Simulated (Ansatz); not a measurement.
Calculation for La (diamond type): DFT, PBEsol, all-electron LAPW, scalar-relativistic (Ansatz 0.2.0). This run: diamond relaxed under pressure.

The cell comes from a relaxation on PAW files under the same functional, begun from a prototype that needn't be the stable phase.

Command: `ansatz run input.yaml --threads 1 --pin off --max-ram 3584MiB --backend cpu --events-out ev --progress --plain --runs-dir out` It took 29 s on 1 thread of Intel(R) Xeon(R) 6975P-C (Granite Rapids), on a shared host, peak memory 0.45 GiB.

```yaml
crystal:
  lattice:
    - [0.0, 3.2152604224, 3.2152604224]
    - [3.2152604224, 0.0, 3.2152604224]
    - [3.2152604224, 3.2152604224, 0.0]
  atoms:
    - { symbol: La, position: [-0.125, -0.125, -0.125] }
    - { symbol: La, position: [0.125, 0.125, 0.125] }
kpoints:
  mp_grid: { grid: [10, 10, 10] }
scf:
  occupations: { method: fermi_dirac, width: 0.08 }
hamiltonian:
  xc: pbesol
  pseudopotentials: { kind: all_electron, lapw: { basis_error: 0.0005 } }
output:
  forces: true
  stress: true
  eigenvalues: true
relax:
  f_tol: 0.005
  max_steps: 12
  cell: { p_target: 4.0, stress_tol: 0.03 }
```

Output:

```
The last accepted step is kept in <dir> (removed where the run ends without a failure and the disk answers)
LAPW: plane waves up to 8.252 Å⁻¹, error target 5.0e-4 eV per atom; small_component_spin mean_spin; La in spheres of 1.350 Å, 29 of its electrons in bands, Dirac shells [] (how accurate: hamiltonian.pseudopotentials.lapw.basis_error, Limitations)
Engine: ansatz 0.2.0
Pseudopotentials: kind: all_electron
Pseudopotential: La, LAPW, valence charge 29, lapw/all_electron/scalar/gaussian/La, Koelling and Harmon's equation, gaussian nucleus
Functional definition: PBEsol
  exchange = pbesol_x
  correlation = pbesol_c
Crystal: 2 atoms, lattice volume = 66.478 Å³
Basis set: ecut = 259.41720542704695 eV, 609 PW (Γ), exchange–correlation at level 2
Bands: 35, of which v1, the nominal top of the filled ones, is band 29 counted from 1 (28 counted from 0)
Symmetry: 48 space group operations
Space group: Fd-3m (ITA 227), of the structure as read, at distance tolerance 4.1e-5 Å
k-points: 47 of 1000
Non-local potential: La, projectors of the file, none
Initial density: superposition of atomic densities (chi_scale 0.1, normalization cell)
Initial wavefunctions: plane waves of lowest kinetic energy (no species holds an atomic orbital)
Functional: x = pbesol(κ = 0.804, μ = 0.12345679012345678), c = pbesol(β = 0.046)
iter 1 solved again at ethr=2.66e-3 eV; its pass at ethr=1.00e-1 eV (dr2=1.54e0 eV) is discarded
SCF iter   1: F=—  HF=-462037.444855 eV  |F-HF|=—  |Δ(HF+E_count)|=         —  Δρ=3.20e-2  dr2=1.54e0  ethr=2.66e-3  ⟨swp⟩=2.0  Hψ=11324  notcnv=0
preconditioner: auto → Kerker (q_TF=auto, 2.667 Å⁻¹)  [metal: Δε(μ)=0.066 eV  Ē_g=12.577 eV  σ=0.080 eV  W_gap=0.20  n_scr=14 (ndim 8)  ℏωp=19.3 eV  f_vac=0.000  D(μ)=1.79/eV (n_scr^D=14)]
SCF iter   2: F=—  HF=-462037.137427 eV  |F-HF|=—  |Δ(HF+E_count)|=   3.07e-1  Δρ=2.09e-2  dr2=7.24e-1  ethr=2.66e-3  ⟨swp⟩=2.8  Hψ=5559  notcnv=0
SCF iter   3: F=—  HF=-462036.973014 eV  |F-HF|=—  |Δ(HF+E_count)|=   1.64e-1  Δρ=9.81e-3  dr2=1.95e-1  ethr=1.25e-3  ⟨swp⟩=2.4  Hψ=5366  notcnv=0
iter 4 solved again at ethr=1.08e-5 eV; its pass at ethr=3.37e-4 eV (dr2=6.25e-3 eV) is discarded
SCF iter   4: F=—  HF=-462036.908354 eV  |F-HF|=—  |Δ(HF+E_count)|=   6.47e-2  Δρ=3.02e-3  dr2=6.25e-3  ethr=1.08e-5  ⟨swp⟩=2.0  Hψ=9280  notcnv=0
SCF iter   5: F=—  HF=-462036.901953 eV  |F-HF|=—  |Δ(HF+E_count)|=         —  Δρ=1.25e-3  dr2=1.04e-3  ethr=1.08e-5  ⟨swp⟩=2.8  Hψ=5400  notcnv=0
the basis was enlarged: its passes take 716.6 KiB over the memory plan, 1 of 1 planned eigensolver slots
SCF iter   6: F=—  HF=-462036.901987 eV  |F-HF|=—  |Δ(HF+E_count)|=   3.34e-5  Δρ=3.24e-4  dr2=1.16e-4  ethr=1.80e-6  ⟨swp⟩=3.0  Hψ=5434  notcnv=0
SCF iter   7: F=—  HF=-462036.901936 eV  |F-HF|=—  |Δ(HF+E_count)|=   5.13e-5  Δρ=6.40e-5  dr2=2.88e-6  ethr=2.00e-7  ⟨swp⟩=3.2  Hψ=5475  notcnv=0
SCF iter   8: F=—  HF=-462036.901934 eV  |F-HF|=—  |Δ(HF+E_count)|=   1.57e-6  Δρ=2.61e-5  dr2=4.10e-7  ethr=4.97e-9  ⟨swp⟩=3.2  Hψ=5467  notcnv=0
SCF iter   9: F=-462036.901934 eV  HF=-462036.901934 eV  |F-HF|=7.33e-9  |Δ(HF+E_count)|=   2.46e-7  Δρ=6.59e-6  dr2=3.57e-8  ethr=7.07e-10  ⟨swp⟩=3.0  Hψ=5437  notcnv=0
SCF 1 converged in 9 iterations: F = -462036.901934 eV  dr2 = 3.57e-8
relax step   1: F+E_penalty+E_count = -462036.90193425 eV  Δ(F+E_penalty+E_count) = +0.000e0 eV  max|allowed force component| = 3.238e-17 eV/Å  Δτ_max = 0.0000 Å  P = +4.049 GPa  Ω = 66.478 Å³  (9 SCF iters, accepted)
Crystal: 2 atoms, lattice volume = 66.594 Å³
Basis set: ecut = 259.1158953154761 eV, 609 PW (Γ), exchange–correlation at level 2
Initial density: handed on by an earlier stage of this run
Initial wavefunctions: those handed on with the density
iter 1 solved again at ethr=3.15e-9 eV; its pass at ethr=1.00e-1 eV (dr2=1.83e-6 eV) is discarded
SCF iter   1: F=—  HF=-462036.904818 eV  |F-HF|=—  |Δ(HF+E_count)|=         —  Δρ=4.85e-5  dr2=2.64e-6  ethr=3.15e-9  ⟨swp⟩=6.9  Hψ=9340  notcnv=0
preconditioner: auto → Kerker (q_TF=auto, 2.666 Å⁻¹)  [metal: Δε(μ)=0.024 eV  Ē_g=12.624 eV  σ=0.080 eV  W_gap=0.08  n_scr=14 (ndim 8)  ℏωp=19.3 eV  f_vac=0.004  D(μ)=1.43/eV (n_scr^D=14)]
SCF iter   2: F=—  HF=-462036.904819 eV  |F-HF|=—  |Δ(HF+E_count)|=   7.39e-7  Δρ=3.42e-5  dr2=1.51e-6  ethr=3.15e-9  ⟨swp⟩=2.0  Hψ=5277  notcnv=0
SCF iter   3: F=—  HF=-462036.904818 eV  |F-HF|=—  |Δ(HF+E_count)|=   2.38e-7  Δρ=9.62e-6  dr2=1.76e-7  ethr=2.61e-9  ⟨swp⟩=2.0  Hψ=5277  notcnv=0
iter 4 solved again at ethr=1.44e-11 eV; its pass at ethr=3.04e-10 eV (dr2=8.35e-9 eV) is discarded
SCF iter   4: F=-462036.904818 eV  HF=-462036.904818 eV  |F-HF|=3.56e-8  |Δ(HF+E_count)|=   3.99e-8  Δρ=3.86e-6  dr2=8.36e-9  ethr=1.44e-11  ⟨swp⟩=2.0  Hψ=8876  notcnv=0
SCF 2 converged in 4 iterations: F = -462036.904818 eV  dr2 = 8.36e-9
relax step   2: F+E_penalty+E_count = -462036.90481841 eV  Δ(F+E_penalty+E_count) = -2.884e-3 eV  max|allowed force component| = 3.331e-16 eV/Å  Δτ_max = 0.0000 Å  P = +3.919 GPa  Ω = 66.594 Å³  (4 SCF iters, rejected (line search))
Crystal: 2 atoms, lattice volume = 66.522 Å³
Basis set: ecut = 259.3031776189731 eV, 609 PW (Γ), exchange–correlation at level 2
iter 1 solved again at ethr=1.34e-9 eV; its pass at ethr=1.00e-1 eV (dr2=7.77e-7 eV) is discarded
SCF iter   1: F=—  HF=-462036.903035 eV  |F-HF|=—  |Δ(HF+E_count)|=         —  Δρ=3.24e-5  dr2=1.04e-6  ethr=1.34e-9  ⟨swp⟩=6.8  Hψ=9291  notcnv=0
[... lines left out ...]
SCF iter   4: F=-462036.903036 eV  HF=-462036.903036 eV  |F-HF|=5.41e-9  |Δ(HF+E_count)|=   5.40e-8  Δρ=3.15e-6  dr2=1.09e-8  ethr=1.88e-11  ⟨swp⟩=2.0  Hψ=8863  notcnv=0
SCF 3 converged in 4 iterations: F = -462036.903036 eV  dr2 = 1.09e-8
relax step   3: F+E_penalty+E_count = -462036.90303586 eV  Δ(F+E_penalty+E_count) = -1.102e-3 eV  max|allowed force component| = 3.284e-16 eV/Å  Δτ_max = 0.0000 Å  P = +4.000 GPa  Ω = 66.522 Å³  (4 SCF iters, accepted)
iter 1 solved again at ethr=5.62e-7 eV; its pass at ethr=1.00e-1 eV (dr2=3.26e-4 eV) is discarded
SCF iter   1: F=—  HF=-462036.903035 eV  |F-HF|=—  |Δ(HF+E_count)|=         —  Δρ=3.16e-6  dr2=1.13e-8  ethr=5.62e-7  ⟨swp⟩=7.0  Hψ=10044  notcnv=0
eigensolver tolerance schedule: the retry pair's looser diagonalisation over-reported the residual by 28830.88 of it (diagonalisation noise at 0.19 of the residual, at the tolerance the schedule requests for it); recorded, not acted on — ethr = c·dr2/N_el stays at c = 1.0e-1
SCF iter   2: F=-462036.903036 eV  HF=-462036.903036 eV  |F-HF|=5.06e-9  |Δ(HF+E_count)|=   9.59e-7  Δρ=2.42e-6  dr2=8.08e-9  ethr=1.95e-11  ⟨swp⟩=4.5  Hψ=7041  notcnv=0  reapply=5
SCF 4 converged in 2 iterations: F = -462036.903036 eV  dr2 = 8.08e-9
relax step   4: F+E_penalty+E_count = -462036.90303587 eV  Δ(F+E_penalty+E_count) = -1.007e-8 eV  max|allowed force component| = 3.284e-16 eV/Å  Δτ_max = 0.0000 Å  P = +4.000 GPa  Ω = 66.522 Å³  stress off target by 4.46e-4 GPa  SCF on the basis re-selected at this cell (its energy is not comparable with the rows above)  (2 SCF iters)
basis re-selected at this cell: Δ(F+E_penalty+E_count) = -1.007e-8 eV, ΔP = -0.000 GPa vs the last step (what re-selecting the basis moved, after the strain that the cell walked since its last selection, with what the two solves' SCF thresholds leave and, on support functions, any second-order correction that the steps lacked; it is no measure of the basis error at this ecutwfc). This SCF's stress stands 4.46e-4 GPa from its target on what of the cell is left free (relax.cell.stress_tol is 3.00e-2 GPa) and its largest allowed force component is 3.28e-16 eV/Å (relax.f_tol is 5.00e-3 eV/Å): within both
SCF converged after 2 iterations
Free energy (F): -462036.903036 eV
Harris-Foulkes:  -462036.903036 eV  (|F-HF|=5.06e-9)
Internal energy: -462036.870928 eV  (E = F + TS)
E sigma→0 (E₀):  -462036.886982 eV
Entropy (-TS):   -0.032108 eV (-16.054 meV/atom)
Fermi energy:    15.191912 eV
--- Per-component energies (eV) ---
  E_band       = -4717.790690
  E_kinetic    = 493427.470103
  E_xc         = -10929.228206
  E_electrostatic = -944535.112825  (all electrons and nuclei)
  E_smearing   = -0.032108  (= −TS)
  E_closure    = 0.000000  (closes the sum)
  E_atoms      = -462028.185334  (free atoms, spherical and without spin; not in F)
  Σ components = -462036.903036   (vs F -462036.903036, Δ=0.00e0)
  Basis errors (estimates in eV, not in F): energy 3.2e-4 per atom: plane waves 2.9e-4 (1.7e-4 summed), levels above the bands 4.8e-12, relativity 1.1e-8, radial functions 2.1e-5, core shells 5.6e-11; eigenvalues (radial functions only) 7.4e-8; not estimated: angular momenta, meshes, grids; target (lapw.basis_error) 5.0e-4; muffin-tin radii La 1.351 Å
--- Forces (eV/Å), atoms counted from 1 ---
  atom   1  La     0.00000000     0.00000000     0.00000000
  atom   2  La    -0.00000000    -0.00000000    -0.00000000
  max |Σ_I F_I| component: 3.70e-17 eV/Å
--- Stress (GPa, compression-positive) ---
        3.999554      -0.000000       0.000000
       -0.000000       3.999554      -0.000000
        0.000000      -0.000000       3.999554
  P = ⅓ Tr σ = 3.9996 GPa (39.996 kbar)
--- Band table (eV; the first three rows and the last of 47) ---
  k-point 0: bands = ["-243.2061", "-243.2061", "-176.9121", "-176.9121", "-176.9121", "-176.9120", "-176.9120", "-176.9120", "-81.1002", "-81.1002", "-81.1002", "-81.0934", "-81.0934", "-81.0934", "-81.0827", "-81.0827", "-81.0797", "-81.0797", "-18.4382", "-16.1131", "-2.6219", "-2.6219", "-2.6219", "-0.0473", "-0.0473", "-0.0473", "12.8559", "14.3608", "14.3608", "16.1801", "16.1801", "16.1801", "16.9649", "16.9649", "16.9649"]
  k-point 1: bands = ["-243.2061", "-243.2061", "-176.9121", "-176.9121", "-176.9121", "-176.9120", "-176.9120", "-176.9120", "-81.1003", "-81.1003", "-81.1002", "-81.0935", "-81.0934", "-81.0934", "-81.0827", "-81.0827", "-81.0798", "-81.0798", "-18.4024", "-16.1651", "-2.6610", "-2.6610", "-2.6206", "-0.0104", "0.0100", "0.0100", "13.0428", "14.2545", "14.2545", "16.1374", "16.4020", "16.4020", "16.9112", "16.9112", "16.9319"]
  k-point 2: bands = ["-243.2061", "-243.2061", "-176.9121", "-176.9121", "-176.9121", "-176.9120", "-176.9120", "-176.9120", "-81.1004", "-81.1004", "-81.0999", "-81.0937", "-81.0933", "-81.0933", "-81.0825", "-81.0825", "-81.0799", "-81.0799", "-18.3006", "-16.3090", "-2.7566", "-2.7566", "-2.6241", "0.0993", "0.1530", "0.1530", "13.5069", "14.1072", "14.1072", "16.1123", "16.4718", "16.6884", "16.6884", "16.8519", "16.8519"]
  k-point 46: bands = ["-243.2061", "-243.2061", "-176.9121", "-176.9121", "-176.9120", "-176.9120", "-176.9119", "-176.9119", "-81.1009", "-81.1009", "-81.0968", "-81.0968", "-81.0927", "-81.0927", "-81.0812", "-81.0812", "-81.0812", "-81.0812", "-17.3846", "-17.3846", "-3.3592", "-3.3592", "-1.1270", "-1.1270", "1.0538", "1.0538", "13.1315", "13.1315", "15.2287", "15.2287", "16.3898", "16.3898", "16.7561", "16.7561", "17.3107"]
--- Relaxed structure (3 steps of the walk, 2 accepted, 1 SCFs on fresh bases) ---
  F+E_penalty+E_count = -462036.90303587 eV   max|allowed force component| = 3.284e-16 eV/Å   (the final SCF, on the basis selected at the relaxed cell)
  cell:  # Å, volume = 66.5219 Å³
    - [3.5667604230269123e-34, 3.215967295344178, 3.215967295344178]
    - [3.215967295344178, 5.6049092361851485e-34, 3.215967295344178]
    - [3.215967295344178, 3.215967295344178, -4.0762976263164716e-34]
  atoms:
    - { symbol: La, position: [-0.125, -0.125, -0.125] }
    - { symbol: La, position: [0.125, 0.125, 0.125] }
```

Next run (omega relaxed under pressure), as changes to the input before:

```diff
   lattice:
-    - [0.0, 3.2152604224, 3.2152604224]
-    - [3.2152604224, 0.0, 3.2152604224]
-    - [3.2152604224, 3.2152604224, 0.0]
+    - [5.6092996468, 0.0, 0.0]
+    - [-2.8046498234, 4.8577959916, 0.0]
+    - [0.0, 0.0, 3.3311879528]
   atoms:
-    - { symbol: La, position: [-0.125, -0.125, -0.125] }
-    - { symbol: La, position: [0.125, 0.125, 0.125] }
+    - { symbol: La, position: [0.0, 0.0, 0.0] }
+    - { symbol: La, position: [0.3333333333, 0.6666666667, 0.5] }
+    - { symbol: La, position: [0.6666666667, 0.3333333333, 0.5] }
 kpoints:
-  mp_grid: { grid: [10, 10, 10] }
+  mp_grid: { grid: [7, 7, 9] }
 scf:
```

Results part of the output:

```
basis re-selected at this cell: Δ(F+E_penalty+E_count) = -5.204e-8 eV, ΔP = -0.000 GPa vs the last step (what re-selecting the basis moved, after the strain that the cell walked since its last selection, with what the two solves' SCF thresholds leave and, on support functions, any second-order correction that the steps lacked; it is no measure of the basis error at this ecutwfc). This SCF's stress stands 3.02e-4 GPa from its target on what of the cell is left free (relax.cell.stress_tol is 3.00e-2 GPa) and its largest allowed force component is 2.62e-17 eV/Å (relax.f_tol is 5.00e-3 eV/Å): within both
SCF converged after 2 iterations
Free energy (F): -693058.041606 eV
Harris-Foulkes:  -693058.041606 eV  (|F-HF|=1.30e-8)
Internal energy: -693057.965807 eV  (E = F + TS)
E sigma→0 (E₀):  -693058.003707 eV
Entropy (-TS):   -0.075799 eV (-25.266 meV/atom)
Fermi energy:    17.388084 eV
--- Per-component energies (eV) ---
  E_band       = -6888.920272
  E_kinetic    = 740148.213897
  E_xc         = -16387.731293
  E_electrostatic = -1416818.448411  (all electrons and nuclei)
[... lines left out ...]
  k-point 1: bands = ["-241.2938", "-241.2512", "-241.2512", "-174.9875", "-174.9875", "-174.9660", "-174.9430", "-174.9430", "-174.9396", "-174.9396", "-174.9396", "-174.9396", "-79.1332", "-79.1332", "-79.1199", "-79.1147", "-79.1147", "-79.0911", "-79.0907", "-79.0905", "-79.0905", "-79.0904", "-79.0904", "-79.0863", "-79.0863", "-79.0859", "-79.0859", "-15.2988", "-14.8379", "-14.7412", "0.3933", "0.3933", "0.8313", "0.8313", "1.5913", "2.1384", "2.1583", "2.3280", "2.3280", "14.8188", "16.0727", "17.6039", "17.6039", "18.0060", "18.0060", "18.2963", "18.6007", "19.0141", "19.3513", "19.3513", "19.3571", "19.3571", "19.5965"]
  k-point 2: bands = ["-241.2938", "-241.2512", "-241.2512", "-174.9875", "-174.9875", "-174.9660", "-174.9430", "-174.9430", "-174.9396", "-174.9396", "-174.9396", "-174.9396", "-79.1332", "-79.1332", "-79.1197", "-79.1147", "-79.1147", "-79.0909", "-79.0905", "-79.0905", "-79.0905", "-79.0904", "-79.0904", "-79.0863", "-79.0863", "-79.0859", "-79.0859", "-15.2058", "-14.7943", "-14.6751", "0.4826", "0.4826", "0.9980", "0.9980", "1.0152", "1.4920", "1.6005", "2.2811", "2.2811", "15.6193", "16.5392", "16.5392", "17.2844", "17.2844", "17.3797", "19.0750", "19.0975", "19.0975", "19.1033", "19.2803", "19.4339", "19.4339", "19.4621"]
  k-point 39: bands = ["-241.2938", "-241.2512", "-241.2512", "-174.9875", "-174.9875", "-174.9660", "-174.9430", "-174.9430", "-174.9396", "-174.9396", "-174.9396", "-174.9396", "-79.1332", "-79.1332", "-79.1194", "-79.1148", "-79.1148", "-79.0906", "-79.0905", "-79.0905", "-79.0904", "-79.0904", "-79.0904", "-79.0864", "-79.0861", "-79.0860", "-79.0858", "-14.8232", "-14.7384", "-14.7294", "-0.0997", "0.1579", "0.3207", "0.9738", "1.1519", "1.5132", "1.6116", "1.7044", "2.3383", "14.9879", "16.3636", "16.7122", "17.0261", "17.2129", "17.5246", "17.8735", "18.0416", "18.5861", "18.7731", "18.9542", "19.1825", "19.5795", "19.6427"]
--- Relaxed structure (2 steps of the walk, 2 accepted, 1 SCFs on fresh bases) ---
  F+E_penalty+E_count = -693058.04160641 eV   max|allowed force component| = 2.621e-17 eV/Å   (the final SCF, on the basis selected at the relaxed cell)
  cell:  # Å, volume = 90.8972 Å³
    - [5.611974357092185, 0.0, 0.0]
    - [-2.8059871785460926, 4.860112358628675, 0.0]
    - [0.0, 0.0, 3.3326419315210805]
  atoms:
    - { symbol: La, position: [-8.345655956994486e-37, -1.669131191398897e-36, 0.0] }
    - { symbol: La, position: [0.33333333333333337, 0.6666666666666667, 0.5000000000000001] }
    - { symbol: La, position: [0.6666666666666667, 0.33333333333333337, 0.5000000000000001] }
```

Spin–orbit coupling is left out, which matters for the heavy atoms.
